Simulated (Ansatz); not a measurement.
Ansatz input file:

```yaml
crystal:
  lattice:
    - [1.4756131682, -2.2799721671, 0.0]
    - [1.4756131682, 2.2799721671, 0.0]
    - [0.0, 0.0, 9.2841840505]
  atoms:
    - { symbol: Re, position: [0.0, 0.0, 0.0] }
    - { symbol: W, position: [0.5, 0.5, 0.755444711] }
    - { symbol: W, position: [0.0, 0.0, 0.5] }
    - { symbol: W, position: [0.5, 0.5, 0.244555289] }
basis:
  ecutwfc: 420
kpoints:
  mp_grid: { grid: [16, 16, 6] }
hamiltonian:
  xc: pbesol
scf:
  occupations: { method: gaussian, width: 0.1 }
output:
  forces: true
  stress: true
  eigenvalues: true
```

Launched with
```bash
ansatz run input.yaml --threads 1 --pin off --max-ram 1331MiB --backend cpu --events-out ev --progress --plain --runs-dir out
```

Method: DFT PBEsol, scalar-relativistic, plane waves, PAW (Ansatz).

Part of what the program printed, abridged:

```
Pseudopotentials: kind: paw
Pseudopotential: Re, paw, valence charge 15, recommended cutoff 420 eV (normal)
Pseudopotential: W, paw, valence charge 14, recommended cutoff 420 eV (normal)
Functional definition: PBEsol
Crystal: 4 atoms, lattice volume = 62.471 Å³
Basis set: ecut = 420 eV, 1245 PW (Γ), exchange–correlation on 40×40×128 points (8 copies of the dense FFT grid, shifted against one another)
Bands: 35, of which v1, the nominal top of the filled ones, is band 29 counted from 1 (28 counted from 0)
Symmetry: 8 space group operations
Space group: Cmmm (ITA 65), of the structure as read, at distance tolerance 4.0e-5 Å
k-points: 292 of 1536
Initial density: superposition of atomic densities (neutral atoms: chi_scale 0, normalization atom), corrected by the library's trained network
Initial wavefunctions: pseudopotential atomic-orbital guess
Functional: x = pbesol(κ = 0.804, μ = 0.12345679), c = pbesol(β = 0.046)
SCF iter   1: F=—  HF=-41506.328073 eV  |F-HF|=—  |Δ(HF+E_count)|=         —  Δρ=6.41e-3  dr2=1.00e-1  ethr=1.77e-3  ⟨swp⟩=5.0  Hψ=35149  notcnv=0
SCF iter   2: F=—  HF=-41506.324443 eV  |F-HF|=—  |Δ(HF+E_count)|=   3.63e-3  Δρ=3.63e-3  dr2=3.63e-2  ethr=1.75e-4  ⟨swp⟩=1.0  Hψ=12556  notcnv=0
SCF iter   3: F=—  HF=-41506.322042 eV  |F-HF|=—  |Δ(HF+E_count)|=   2.40e-3  Δρ=3.82e-4  dr2=2.93e-4  ethr=6.36e-5  ⟨swp⟩=1.5  Hψ=10145  notcnv=0
SCF iter   4: F=—  HF=-41506.321989 eV  |F-HF|=—  |Δ(HF+E_count)|=   5.30e-5  Δρ=8.40e-5  dr2=2.76e-5  ethr=5.14e-7  ⟨swp⟩=2.0  Hψ=13369  notcnv=0
SCF iter   5: F=—  HF=-41506.322003 eV  |F-HF|=—  |Δ(HF+E_count)|=   1.49e-5  Δρ=2.18e-5  dr2=5.47e-7  ethr=4.85e-8  ⟨swp⟩=1.5  Hψ=10609  notcnv=0
SCF iter   6: F=-41506.322003 eV  HF=-41506.322003 eV  |F-HF|=1.59e-8  |Δ(HF+E_count)|=   7.09e-8  Δρ=4.06e-6  dr2=2.06e-8  ethr=1.75e-10  ⟨swp⟩=8.4  Hψ=43171  notcnv=0
SCF 1 converged in 6 iterations: F = -41506.322003 eV  dr2 = 2.06e-8
SCF converged after 6 iterations
Free energy (F): -41506.322003 eV
Harris-Foulkes:  -41506.322003 eV  (|F-HF|=1.59e-8)
Internal energy: -41506.309052 eV  (E = F + TS)
E sigma→0 (E₀):  -41506.315528 eV
Entropy (-TS):   -0.012951 eV (-3.238 meV/atom)
Fermi energy:    22.953565 eV
--- Per-component energies (eV) ---
  E_band       = -331.856826
  E_kinetic    = 1891.871528
  E_local      = -2631.337347  (includes V_loc(G=0)·N_el)
  E_nonlocal   = 60.202903
  E_hartree    = 947.077323
  E_xc         = -1196.857093
  E_vxc        = -1019.877365  (∫ρ·V_xc dr)
  E_paw        = -33839.093516  (= ΣΔE_a)
  E_vpaw       = -526.870792  (= ΣTr[D̂ρ^β])
  E_aug_tail   = -0.000257  (compensation charges beyond the density's cutoff)
  E_ewald      = -6739.071232
  E_core_change = 0.898638  (= ΣΔE_core)
  E_smearing   = -0.012951  (= −TS)
--- Forces (eV/Å), atoms counted from 1 ---
  atom   1  Re     0.00000000     0.00000000     0.00000000
  atom   2  W      0.00000000     0.00000000    -0.38618440
  atom   3  W      0.00000000     0.00000000     0.00000000
  atom   4  W      0.00000000     0.00000000     0.38618440
--- Stress (GPa, compression-positive) ---
       13.371917       0.000000       0.000000
        0.000000      -8.016358       0.000000
        0.000000       0.000000     -12.809477
  P = ⅓ Tr σ = -2.4846 GPa (-24.846 kbar)
--- Band table (eV; the first three rows and the last of 292) ---
  k-point 0: bands = ["-57.5147", "-51.2302", "-51.2193", "-51.1032", "-19.5145", "-18.9861", "-18.9200", "-15.8925", "-15.5928", "-15.0807", "-15.0036", "-14.9493", "-14.8119", "-14.8108", "-14.7835", "-14.7028", "12.9726", "15.1493", "15.2985", "16.2961", "19.6283", "20.1644", "20.5147", "20.5354", "20.7267", "20.9456", "21.7929", "21.8069", "22.6182", "22.7955", "23.5133", "23.8352", "23.9769", "24.1319", "24.3696"]
  k-point 1: bands = ["-57.5147", "-51.2303", "-51.2192", "-51.1032", "-19.5145", "-18.9860", "-18.9200", "-15.9031", "-15.5756", "-15.0874", "-15.0046", "-14.9478", "-14.8119", "-14.8108", "-14.7838", "-14.7028", "13.0459", "14.6957", "15.6698", "16.3070", "19.6359", "20.2000", "20.5600", "20.5869", "20.6297", "21.0663", "21.7750", "21.8432", "22.4589", "22.7344", "23.5450", "23.8807", "23.8814", "23.9459", "24.1321"]
  k-point 2: bands = ["-57.5147", "-51.2305", "-51.2189", "-51.1033", "-19.5143", "-18.9860", "-18.9200", "-15.9219", "-15.5428", "-15.1016", "-15.0067", "-14.9450", "-14.8119", "-14.8108", "-14.7846", "-14.7028", "13.2517", "14.1897", "15.9421", "16.3361", "19.6521", "20.2494", "20.5167", "20.6079", "20.8547", "21.2461", "21.6905", "21.9672", "21.9682", "22.7351", "23.3877", "23.6111", "23.8520", "23.9554", "24.1324"]
  k-point 291: bands = ["-57.4231", "-51.0942", "-51.0862", "-50.9745", "-19.8888", "-19.3388", "-19.3055", "-16.1462", "-16.0830", "-15.9182", "-15.6186", "-15.4344", "-15.3577", "-15.3321", "-15.1878", "-14.9896", "16.5636", "16.8811", "17.0240", "17.1138", "17.4091", "17.4513", "20.2152", "20.9171", "21.0646", "21.1590", "22.4779", "22.7781", "24.9540", "25.3208", "25.3831", "25.5410", "26.7142", "26.8793", "27.0344"]
```

Self-consistency was reached.

Spin–orbit coupling is left out, which can shift energies with elements as heavy as these.